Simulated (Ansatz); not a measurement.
Method: DFT PBE, scalar-relativistic, plane waves, PAW in Ansatz 0.2.0. All cells share a 420 eV cutoff and Γ-centred k meshes spaced at most about 0.3 Å⁻¹ (about 0.25 or finer for metals, 2π included). No spin polarisation in the final relaxations.

Temperature and zero-point effects are left out.

Compare these two cells of Zr₂BN₃, each relaxed at this level.

1.

Space group P6/mmm (No. 191). a = 5.641 Å, b = 5.641 Å, c = 2.961 Å, α = 90.00°, β = 90.00°, γ = 120.00°
```
atom  site  symmetry       x       y       z
  Zr    2c      -6m2  0.3333  0.6667  0.0000
   B    1a     6/mmm  0.0000  0.0000  0.0000
   N    3g       mmm  0.5000  0.0000  0.5000
```

2.

Space group I4/mmm (No. 139). a = 3.997 Å, b = 3.997 Å, c = 11.378 Å, α = 90.00°, β = 90.00°, γ = 90.00°
```json
{"atom": "Zr", "site": "4e", "symmetry": "4mm", "x": "0.0000", "y": "0.0000", "z": "0.3214"}
{"atom": "B", "site": "2a", "symmetry": "4/mmm", "x": "0.0000", "y": "0.0000", "z": "0.0000"}
{"atom": "N", "site": "4d", "symmetry": "-4m2", "x": "0.0000", "y": "0.5000", "z": "0.2500"}
{"atom": "N", "site": "2b", "symmetry": "4/mmm", "x": "0.5000", "y": "0.5000", "z": "0.0000"}
```

Task: Which form is favoured at zero pressure, and by what margin per atom?

Result: Cell 2 is lower, by 64 meV/atom. Cell 1 has space group P6/mmm (No. 191), 13.6 Å³/atom and no gap on its mesh; cell 2 has space group I4/mmm (No. 139), 15.2 Å³/atom and a gap of 0.39 eV. Counting B or N atoms around Zr (for each partner element, those within 1.25 times its shortest distance or 1.15 times the sum of covalent radii, where it is the nearest in units of that sum or under 1.3; a plus sign parts groups by distance over the sum of covalent radii), cell 1 has Zr 6+3 and cell 2 has Zr 5. The lower one is the more open, so pressure narrows the difference. Both come from invented guesses. A third cell relaxed alike, in Amm2, lies 0.89 eV/atom below the lower of the two.

Kohn–Sham gaps at this level usually fall short of measured ones. Cells relaxed within their symmetry can be saddle points.
